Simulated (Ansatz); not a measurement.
# KSn3Au single point

Input file of Ansatz 0.2.0:

```yaml
crystal:
  lattice:
    - [0.0, 4.93983, 0.0]
    - [4.93983, 0.0, 0.0]
    - [2.469915, 2.469915, -5.491352]
  atoms:
    - { symbol: K, position: [0.0, 0.0, 0.0] }
    - { symbol: Au, position: [0.35808, 0.35808, 0.28384] }
    - { symbol: Sn, position: [0.60039, 0.60039, 0.79922] }
    - { symbol: Sn, position: [0.24971, 0.74971, 0.50058] }
    - { symbol: Sn, position: [0.74971, 0.24971, 0.50058] }
  symmetry: { tolerance: 0.0003 }
kpoints:
  mp_grid: { grid: [8, 8, 8], shift: [0, 0, 0] }
  band_path:
    path:
      - [0.0, 0.0, 0.0]
      - [0.5, 0.5, 0.5]
      - [0.5, 0.5, 0.75]
      - [0.5, 0.0, 0.5]
      - [0.0, 0.0, 0.0]
      - [0.0, 0.0, 0.5]
      - [0.39884777, 0.0, 0.69942389]
      - [0.60115223, 0.0, 0.30057611]
      - [0.0, 0.0, 0.0]
      - [0.5, 0.5, 0.5]
      - [0.60115223, 0.39884777, 0.5]
    npoints: 6
magnetization:
  spin_polarized: false
scf:
  occupations: { method: gaussian, width: 0.0545 }
  lower_state_search: "off"
  max_iter: 200
hamiltonian:
  pseudopotentials: { kind: paw }
  xc: r2scan
basis:
  ecutwfc: 500
  fft_grid_basis: typed
output:
  forces: true
  stress: true
  eigenvalues: true
  bader: true
  populations: true
  elf: true
  write_potential: true
  volumetric_format: npy
  dos:
    e_range: [-12, 8]
    de: 0.05
    projected: { site_lists: { Au: [Au], K: [K], Sn: [Sn] } }
checkpoint:
  read: saved_state
```

The saved state is an earlier solution for the same cell, perhaps on another mesh. 

Output (shortened):

```
Pseudopotentials: kind: paw
Pseudopotential: K, paw, valence charge 9, recommended cutoff 500 eV (meta_gga), K.paw.azcp
Pseudopotential: Au, paw, valence charge 19, recommended cutoff 500 eV (meta_gga), Au.paw.azcp
Pseudopotential: Sn, paw, valence charge 14, recommended cutoff 500 eV (meta_gga), Sn.paw.azcp
Functional definition: r2SCAN
  exchange = r2scan_x(k0 = k0, k1 = k1, a1 = a1)
  correlation = r2scan_c
Crystal: 5 atoms, lattice volume = 134.000 Å³
Basis set: ecut = 500 eV, 3357 PW (Γ), exchange–correlation on 160×160×192 points (64 copies of the dense FFT grid, shifted against one another)
Bands: 42, of which v1, the nominal top of the filled ones, is band 35 counted from 1 (34 counted from 0)
Symmetry: 8 space group operations
Space group: I4mm (ITA 107), of the structure as read, at distance tolerance 1.5e-3 Å
k-points: 59 of 512 (time reversal used)
Initial density: read from a saved state, or passed on in memory by an earlier SCF of this step, an earlier step, the calling program or the single point that the run made first
Functional: x = r2scan, c = r2scan; τ floored in thin density (d = 2e-4 eV/Å³)
Free energy (F): -32823.1333 eV
Harris-Foulkes:  -32823.1333 eV  (|F-HF|=6.45e-9)
Internal energy: -32823.1310 eV  (E = F + TS)
E sigma→0 (E₀):  -32823.1322 eV
Entropy (-TS):   -0.0023 eV (-0.458 meV/atom)
Fermi energy:    10.3793 eV
--- Per-component energies (eV) ---
  E_band       = -782.7450
  E_kinetic    = 1421.7732
  E_local      = -6378.1001  (includes V_loc(G=0)·N_el)
  E_nonlocal   = -12.4065
  E_hartree    = 3218.5961
  E_xc         = -1477.9289
  E_vxc        = -810.5382  (∫ρ·V_xc dr)
  E_paw        = -22997.5644  (= ΣΔE_a)
  E_vpaw       = -1493.5621  (= ΣTr[D̂ρ^β])
  E_aug_tail   = 0.0007  (compensation charges beyond the density's cutoff)
  E_vtau       = 52.8927  (kinetic-family band-sum trace: ∫τ·v_τ [+ j·A + Jᵃ·Aᵃ] dr)
  E_ewald      = -6599.3347
  E_core_change = 1.8335  (= ΣΔE_core)
  E_smearing   = -0.0023  (= −TS)
--- Forces (eV/Å), atoms counted from 1 ---
  atom   1  K      0.0000     0.0000    -0.0866
  atom   2  Au     0.0000     0.0000     0.1001
  atom   3  Sn     0.0000     0.0000    -0.2834
  atom   4  Sn     0.0000     0.0000     0.1350
  atom   5  Sn     0.0000     0.0000     0.1350
--- Stress (GPa, compression-positive) ---
        2.5645       0.0000       0.0000
        0.0000       2.5645       0.0000
        0.0000       0.0000       4.3467
  P = ⅓ Tr σ = 3.1586 GPa (31.586 kbar)
--- Löwdin populations: 5 sites ---
  site symbol       q [e]
     0      K      8.2635
     1     Au     18.5025
     2     Sn     14.3428
     3     Sn     14.2831
     4     Sn     14.2831
  spilling = 0.0046 (of n_electrons = 70.0000)
--- Bader charges: 5 sites ---
  site symbol  charge [e]  shift [e]
     0      K      0.7615     0.0000
     1     Au     -1.0021     0.0012
     2     Sn     -0.1083     0.0004
     3     Sn      0.1744     0.0004
     4     Sn      0.1744     0.0004
```

Origin: a known structure type with other elements, at an estimated volume, so it need not be a known compound.
